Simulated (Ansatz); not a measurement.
SiO2:
```
SiO2
1.0
    4.98217     0.00000     0.00000
   -2.49108     4.31468     0.00000
    0.00000     0.00000     5.46741
O Si
6 3
Direct
  0.41599   0.25530   0.20432
  0.74470   0.16069   0.53765
  0.83931   0.58401   0.87099
  0.25530   0.41599   0.79568
  0.16069   0.74470   0.46235
  0.58401   0.83931   0.12901
  0.47682   0.00000   0.33333
  0.00000   0.47682   0.66667
  0.52318   0.52318   0.00000
```

Relaxed with HSE06. Special points in fractions of this cell's reciprocal vectors: Γ (0.000, 0.000, 0.000); M (0.500, 0.000, 0.000); K (0.333, 0.333, 0.000); A (0.000, 0.000, 0.500); L (0.500, 0.000, 0.500); H (0.333, 0.333, 0.500).

**Question.** List the band energies nearest the valence-band maximum at these points for HSE06 in the plane-wave PAW code Ansatz.

**Answer.** In eV from the valence-band maximum; about four levels below and three above (degenerate sets whole), none deeper than 8.9 eV; points with the same levels are listed once.

```tsv
k	below	above
Γ	-1.03 -1.03 -0.52 -0.36 -0.36	7.69 11.17 11.17
M	-1.10 -0.89 -0.29 -0.01	9.99 10.75 11.66
K	-1.36 -1.36 -0.47 -0.47 0.00	10.71 10.71 11.22
A	-1.19 -0.14 -0.13 -0.13	9.66 9.66 10.75
L	-0.92 -0.81 -0.65 -0.23	10.88 11.28 11.45
H	-0.98 -0.82 -0.63 -0.63	10.98 11.62 11.62
```

Space group P3_121. Symmetry was held in the HSE06 relaxation. The hybrid was solved on a coarse mesh, the path and, where they were found, the r²SCAN edge points; its band edges are the extreme levels among these.

Potentials: the later of the program's two PAW sets.
